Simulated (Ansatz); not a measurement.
## ²⁵Mg quadrupolar fingerprints

All values are calculated (Ansatz; DFT, r2SCAN, plane waves and PAW, scalar-relativistic, 500 eV cutoff), not measured. Q(²⁵Mg) = 199.4 mb, I = 5/2. The cells come from the COD and the Materials Project (computed, not necessarily observed phases), with the atoms relaxed (PBE, cell held). Forces reach 0.4 eV/Å in them. Spin–orbit coupling is left out, which moves gradients at and beside heavy atoms (Ba) by some per cent and at some sites by far more.

Task: A calculated ²⁵Mg parameter set reads: |C_Q| = 6.21 MHz, η = 0.44. Which structure does it belong to?
A.
KMgH3N2
```cif
data_KMgH3N2
_symmetry_space_group_name_H-M 'Pnma'
_symmetry_Int_Tables_number 62
_cell_length_a 9.3497
_cell_length_b 3.6631
_cell_length_c 9.8901
_cell_angle_alpha 90.000
_cell_angle_beta 90.000
_cell_angle_gamma 90.000
loop_
_atom_site_label
_atom_site_type_symbol
_atom_site_symmetry_multiplicity
_atom_site_Wyckoff_symbol
_atom_site_fract_x
_atom_site_fract_y
_atom_site_fract_z
K K 4 c 0.2263 0.7500 0.1624
Mg Mg 4 c 0.0353 0.2500 0.3951
H9 H 4 c 0.2347 0.7500 0.4530
H13 H 8 d 0.4425 0.0322 0.3609
N21 N 4 c 0.1248 0.7500 0.4548
N25 N 4 c 0.4847 0.2500 0.3095
```
B.
Ca7Mg2N6
```cif
data_Ca7Mg2N6
_symmetry_space_group_name_H-M 'C2/m'
_symmetry_Int_Tables_number 12
_cell_length_a 6.1423
_cell_length_b 12.6604
_cell_length_c 6.4233
_cell_angle_alpha 90.000
_cell_angle_beta 94.576
_cell_angle_gamma 90.000
loop_
_atom_site_label
_atom_site_type_symbol
_atom_site_symmetry_multiplicity
_atom_site_Wyckoff_symbol
_atom_site_fract_x
_atom_site_fract_y
_atom_site_fract_z
Ca1 Ca 2 b 0.5000 0.0000 0.0000
Ca2 Ca 4 h 0.5000 0.1223 0.5000
Ca4 Ca 8 j 0.6500 0.6726 0.8253
Mg Mg 4 i 0.8788 0.0000 0.6730
N10 N 8 j 0.7600 0.8549 0.8035
N14 N 4 i 0.7554 0.0000 0.3404
```
C.
KMgF3
Space group Pm-3m (No. 221); a = 3.9859 Å.

```csv
site,Wyckoff,site symmetry,x,y,z
K,1b,m-3m,0.5000,0.5000,0.5000
Mg,1a,m-3m,0.0000,0.0000,0.0000
F,3d,4/mm.m,0.5000,0.0000,0.0000
```
D.
Ba2MgC6N6O6
Space group R-3:H (No. 148); a = 6.9794, c = 16.9761 Å, γ = 120.00°.

| site | Wyckoff | site symmetry | x | y | z |
| --- | --- | --- | --- | --- | --- |
| Ba | 6c | 3. | 0.0000 | 0.0000 | 0.7843 |
| Mg | 3a | -3. | 0.0000 | 0.0000 | 0.0000 |
| C | 18f | 1 | 0.8449 | 0.0576 | 0.4106 |
| N | 18f | 1 | 0.7802 | 0.8390 | 0.4103 |
| O | 18f | 1 | 0.6899 | 0.1087 | 0.4117 |

Result: A. KMgH3N2 in Pnma gives |C_Q| = 6.21 MHz, η = 0.44; there Mg has 4 N at 2.08–2.11 Å. KMgF3 in Pm-3m gives no gradient; there Mg has 6 F at 1.99 Å. Ca7Mg2N6 in C2/m gives |C_Q| = 4.58 MHz, η = 0.84; there Mg has 4 N at 2.17–2.26 Å. Ba2MgC6N6O6 in R-3 gives |C_Q| = 2.65 MHz, η = 0.00; there Mg has 6 O at 2.12 Å.

The crystals are a selection from a larger pool of database entries, not a random sample of it.
